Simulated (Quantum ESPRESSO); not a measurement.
AlIr5SnTi, one run as intended and one with a planted mistake

Computed values, not a measurement. The program is pw.x of Quantum ESPRESSO 7.5 (plane-wave density functional theory). The cell is made up: eight metal atoms on a face-centred cubic lattice, with elements, volume, strain and displacements drawn at random and not relaxed, so it may be unstable or far from any real phase. PseudoDojo standard norm-conserving files set the functional (PBE unless stated); there is no spin polarisation or spin-orbit coupling, the Fermi-Dirac width of 0.25 eV means electrons at about 2900 K, and the masses in the input are unused placeholders. The tin pseudopotential is less sure than most, with forces differing by about three percent from a second method on plain tin. Heavy elements are run without spin-orbit coupling, which real alloys of them have. A spin test at this wide smearing found no moment, but such smearing suppresses magnetism that the real alloy may have.

Intended input:

```
&control calculation='scf', pseudo_dir='./dojo.nc.sr.pbe.v0_5.standard.upf', outdir='./o', disk_io='minimal', tprnfor=.true., tstress=.true. /
&system ibrav=0, nat=8, ntyp=4, nbnd=73, ecutwfc=84.00895049, nosym=.true., tot_charge=0,
 occupations='smearing', smearing='fd', degauss=0.0183746611
/
&electrons conv_thr=1.470e-08, electron_maxstep=70, mixing_beta=0.5 /
ATOMIC_SPECIES
Al 1.0 Al.upf
Ir 1.0 Ir.upf
Sn 1.0 Sn.upf
Ti 1.0 Ti.upf
CELL_PARAMETERS angstrom
0.0 3.9513 3.9513
3.9513 0.0 3.9513
3.9513 3.9513 0.0
ATOMIC_POSITIONS angstrom
Al 0.0238 -0.0046 -0.0055
Ir 2.0306 2.0401 -0.0229
Sn 1.9642 -0.0232 2.0229
Ir 3.9287 1.9641 2.0287
Ir 0.0197 1.9901 1.9438
Ir 1.9479 3.9994 1.9349
Ir 1.9505 1.9776 3.9466
Ti 3.9324 3.9298 3.9564
K_POINTS automatic
5 5 5 1 1 1
```

The log is shortened where brackets say so; the opening notice, blank lines, dates and the lines on written files are dropped, and the path of the files is cut. It prints rydbergs, bohrs and kilobars, and counts compression as positive stress. Its total energy is the free energy E - TS of the whole cell.

Log of the intended run:

```
     Program PWSCF v.7.5
     Parallel version (MPI & OpenMP), running on       4 processor cores
     Number of MPI processes:                 4
     Threads/MPI process:                     1
     [start-up lines left out]
     bravais-lattice index     =            0
     lattice parameter (alat)  =      10.5598  a.u.
     unit-cell volume          =     832.6196 (a.u.)^3
     number of atoms/cell      =            8
     number of atomic types    =            4
     number of electrons       =       114.00
     number of Kohn-Sham states=           73
     kinetic-energy cutoff     =      84.0090  Ry
     charge density cutoff     =     336.0358  Ry
     scf convergence threshold =      1.5E-08
     mixing beta               =       0.5000
     number of iterations used =            8  plain     mixing
     Exchange-correlation= PBE
                           (   1   4   3   4   0   0   0)
     [axes and pseudopotential details left out]
   Cartesian axes
     site n.     atom                  positions (alat units)
         1        Al     tau(   1) = (   0.0042591  -0.0008232  -0.0009843  )
         2        Ir     tau(   2) = (   0.3633870   0.3650871  -0.0040981  )
         3        Sn     tau(   3) = (   0.3515044  -0.0041518   0.3620090  )
         4        Ir     tau(   4) = (   0.7030624   0.3514865   0.3630470  )
         5        Ir     tau(   5) = (   0.0035254   0.3561393   0.3478537  )
         6        Ir     tau(   6) = (   0.3485874   0.7157145   0.3462610  )
         7        Ir     tau(   7) = (   0.3490527   0.3539024   0.7062657  )
         8        Ti     tau(   8) = (   0.7037245   0.7032592   0.7080195  )
     number of k points=    63  Fermi-Dirac smearing, width (Ry)=  0.0184
                       cart. coord. in units 2pi/alat
        k(    1) = (   0.0707107   0.0707107   0.0707107), wk =   0.0320000
        k(    2) = (   0.2121320   0.2121320  -0.0707107), wk =   0.0320000
     [further k points left out]
     Dense  grid:    86547 G-vectors     FFT dimensions: (  64,  64,  64)
     Estimated max dynamical RAM per process >     365.84 MB
     Estimated total dynamical RAM >       1.37 GB
     Initial potential from superposition of free atoms
     starting charge     113.9936, renormalised to     114.0000
     Starting wfcs are   73 randomized atomic wfcs
     total cpu time spent up to now is       12.9 secs
     per-process dynamical memory:   289.7 Mb
     Self-consistent Calculation
     iteration #  1     ecut=    84.01 Ry     beta= 0.50
     Davidson diagonalization with overlap
     ethr =  1.00E-02,  avg # of iterations =  5.4
     Threshold (ethr) on eigenvalues was too large:
     Diagonalizing with lowered threshold
     Davidson diagonalization with overlap
     ethr =  2.19E-04,  avg # of iterations =  5.3
     total cpu time spent up to now is       78.0 secs
     total energy              =   -1432.75748158 Ry
     estimated scf accuracy    <       0.25836199 Ry
     iteration #  2     ecut=    84.01 Ry     beta= 0.50
     Davidson diagonalization with overlap
     ethr =  2.27E-04,  avg # of iterations =  3.0
     total cpu time spent up to now is      110.6 secs
     total energy              =   -1432.50902586 Ry
     estimated scf accuracy    <       3.22615011 Ry
     [iterations 3 to 12 left out]
     iteration # 13     ecut=    84.01 Ry     beta= 0.50
     Davidson diagonalization with overlap
     ethr =  7.11E-10,  avg # of iterations =  1.7
     total cpu time spent up to now is      394.2 secs
     total energy              =   -1432.83511579 Ry
     estimated scf accuracy    <       0.00000005 Ry
     iteration # 14     ecut=    84.01 Ry     beta= 0.50
     Davidson diagonalization with overlap
     ethr =  4.08E-11,  avg # of iterations =  2.6
     total cpu time spent up to now is      420.7 secs
     End of self-consistent calculation
     [lines on levels left out]
!    total energy              =   -1432.83511579 Ry
     estimated scf accuracy    <          8.9E-09 Ry
     smearing contrib. (-TS)   =      -0.08000818 Ry
     internal energy E=F+TS    =   -1432.75510760 Ry
     The total energy is F=E-TS. E is the sum of the following terms:
     one-electron contribution =    -351.42561641 Ry
     hartree contribution      =     246.49141973 Ry
     xc contribution           =    -282.57071634 Ry
     ewald contribution        =   -1045.25019458 Ry
     convergence has been achieved in  14 iterations
     Forces acting on atoms (cartesian axes, Ry/au):
     atom    1 type  1   force =     0.00513714    0.00246716    0.00368202
     atom    2 type  2   force =    -0.00570097   -0.01694779    0.01851193
     atom    3 type  3   force =     0.00131357    0.01465362   -0.02839317
     atom    4 type  2   force =    -0.00160314   -0.00038663   -0.01252656
     atom    5 type  2   force =    -0.00076400   -0.01103198   -0.00437714
     atom    6 type  2   force =     0.01052145   -0.01091001    0.01507846
     atom    7 type  2   force =    -0.00230324    0.01594472    0.00395714
     atom    8 type  4   force =    -0.00660081    0.00621091    0.00406731
     Total force =     0.053508     Total SCF correction =     0.000089
     Computing stress (Cartesian axis) and pressure
          total   stress  (Ry/bohr**3)                   (kbar)     P=      -27.92
   0.00006706  -0.00000303   0.00002922            9.87       -0.45        4.30
  -0.00000303  -0.00072819  -0.00002610           -0.45     -107.12       -3.84
   0.00002922  -0.00002610   0.00009180            4.30       -3.84       13.50
     init_run     :     11.53s CPU     11.88s WALL (       1 calls)
     electrons    :    401.06s CPU    407.79s WALL (       1 calls)
     forces       :      3.79s CPU      3.81s WALL (       1 calls)
     stress       :     13.66s CPU     13.95s WALL (       1 calls)
     [timing details left out]
     PWSCF        :   7m11.06s CPU   7m18.47s WALL
     JOB DONE.
```

A second run has one planted mistake: two atoms have their elements exchanged. The input lines that differ:

```
- Al 0.0238 -0.0046 -0.0055
+ Ir 0.0238 -0.0046 -0.0055
- Ir 0.0197 1.9901 1.9438
+ Al 0.0197 1.9901 1.9438
```

Its log:

```
     Program PWSCF v.7.5
     Parallel version (MPI & OpenMP), running on       4 processor cores
     Number of MPI processes:                 4
     Threads/MPI process:                     1
     [start-up lines left out]
     bravais-lattice index     =            0
     lattice parameter (alat)  =      10.5598  a.u.
     unit-cell volume          =     832.6196 (a.u.)^3
     number of atoms/cell      =            8
     number of atomic types    =            4
     number of electrons       =       114.00
     number of Kohn-Sham states=           73
     kinetic-energy cutoff     =      84.0090  Ry
     charge density cutoff     =     336.0358  Ry
     scf convergence threshold =      1.5E-08
     mixing beta               =       0.5000
     number of iterations used =            8  plain     mixing
     Exchange-correlation= PBE
                           (   1   4   3   4   0   0   0)
     [axes and pseudopotential details left out]
   Cartesian axes
     site n.     atom                  positions (alat units)
         1        Ir     tau(   1) = (   0.0042591  -0.0008232  -0.0009843  )
         2        Ir     tau(   2) = (   0.3633870   0.3650871  -0.0040981  )
         3        Sn     tau(   3) = (   0.3515044  -0.0041518   0.3620090  )
         4        Ir     tau(   4) = (   0.7030624   0.3514865   0.3630470  )
         5        Al     tau(   5) = (   0.0035254   0.3561393   0.3478537  )
         6        Ir     tau(   6) = (   0.3485874   0.7157145   0.3462610  )
         7        Ir     tau(   7) = (   0.3490527   0.3539024   0.7062657  )
         8        Ti     tau(   8) = (   0.7037245   0.7032592   0.7080195  )
     number of k points=    63  Fermi-Dirac smearing, width (Ry)=  0.0184
                       cart. coord. in units 2pi/alat
        k(    1) = (   0.0707107   0.0707107   0.0707107), wk =   0.0320000
        k(    2) = (   0.2121320   0.2121320  -0.0707107), wk =   0.0320000
     [further k points left out]
     Dense  grid:    86547 G-vectors     FFT dimensions: (  64,  64,  64)
     Estimated max dynamical RAM per process >     365.84 MB
     Estimated total dynamical RAM >       1.37 GB
     Initial potential from superposition of free atoms
     starting charge     113.9936, renormalised to     114.0000
     Starting wfcs are   73 randomized atomic wfcs
     total cpu time spent up to now is       13.4 secs
     per-process dynamical memory:   289.7 Mb
     Self-consistent Calculation
     iteration #  1     ecut=    84.01 Ry     beta= 0.50
     Davidson diagonalization with overlap
     ethr =  1.00E-02,  avg # of iterations =  5.4
     Threshold (ethr) on eigenvalues was too large:
     Diagonalizing with lowered threshold
     Davidson diagonalization with overlap
     ethr =  1.51E-04,  avg # of iterations =  6.6
     total cpu time spent up to now is       86.2 secs
     total energy              =   -1432.73785452 Ry
     estimated scf accuracy    <       0.18877421 Ry
     iteration #  2     ecut=    84.01 Ry     beta= 0.50
     Davidson diagonalization with overlap
     ethr =  1.66E-04,  avg # of iterations =  2.2
     total cpu time spent up to now is      120.0 secs
     total energy              =   -1432.67072284 Ry
     estimated scf accuracy    <       0.61555472 Ry
     [iterations 3 to 12 left out]
     iteration # 13     ecut=    84.01 Ry     beta= 0.50
     Davidson diagonalization with overlap
     ethr =  6.46E-11,  avg # of iterations =  2.0
     total cpu time spent up to now is      468.9 secs
     total energy              =   -1432.77876986 Ry
     estimated scf accuracy    <       0.00000006 Ry
     iteration # 14     ecut=    84.01 Ry     beta= 0.50
     Davidson diagonalization with overlap
     ethr =  5.11E-11,  avg # of iterations =  1.1
     total cpu time spent up to now is      501.2 secs
     End of self-consistent calculation
     [lines on levels left out]
!    total energy              =   -1432.77876986 Ry
     estimated scf accuracy    <          6.8E-09 Ry
     smearing contrib. (-TS)   =      -0.08515611 Ry
     internal energy E=F+TS    =   -1432.69361375 Ry
     The total energy is F=E-TS. E is the sum of the following terms:
     one-electron contribution =    -361.05391233 Ry
     hartree contribution      =     251.30714867 Ry
     xc contribution           =    -282.57779897 Ry
     ewald contribution        =   -1040.36905113 Ry
     convergence has been achieved in  14 iterations
     Forces acting on atoms (cartesian axes, Ry/au):
     atom    1 type  2   force =     0.01151459    0.01452442    0.01537556
     atom    2 type  2   force =    -0.01181566   -0.02980395    0.01234864
     atom    3 type  3   force =     0.00041590    0.01470532   -0.02830999
     atom    4 type  2   force =     0.00109162    0.00274084   -0.01680511
     atom    5 type  1   force =     0.00224583   -0.00833509    0.00564460
     atom    6 type  2   force =     0.00455111   -0.01374776    0.01458060
     atom    7 type  2   force =     0.00200684    0.00745129    0.00103013
     atom    8 type  4   force =    -0.01001024    0.01246494   -0.00386444
     Total force =     0.062683     Total SCF correction =     0.000044
     Computing stress (Cartesian axis) and pressure
          total   stress  (Ry/bohr**3)                   (kbar)     P=      -12.84
  -0.00009594  -0.00017207  -0.00016100          -14.11      -25.31      -23.68
  -0.00017207  -0.00002941  -0.00024942          -25.31       -4.33      -36.69
  -0.00016100  -0.00024942  -0.00013643          -23.68      -36.69      -20.07
     init_run     :     10.99s CPU     11.39s WALL (       1 calls)
     electrons    :    478.99s CPU    487.76s WALL (       1 calls)
     forces       :      4.13s CPU      4.18s WALL (       1 calls)
     stress       :     15.22s CPU     15.60s WALL (       1 calls)
     [timing details left out]
     PWSCF        :   8m31.36s CPU   8m41.00s WALL
     JOB DONE.
```

```
                                            intended run  run with the mistake
                          free energy (eV)    -19494.715            -19493.948
         entropy term -TS, part of it (eV)        -1.089                -1.159
                            pressure (GPa)         -2.79                 -1.28
size of the largest force component (eV/Å)         0.730                 0.766
largest change of a force component (eV/Å)                               0.331
                                iterations            14                    14
```

For scale, a rerun of the intended cell at a higher cutoff and on a denser mesh moved values by no more than 0.006 eV in energy, 0.03 GPa in stress and 0.005 eV/Å in force, and a second program with other atomic files agreed on that cell to 2 % rms in force and 0.5 GPa in pressure.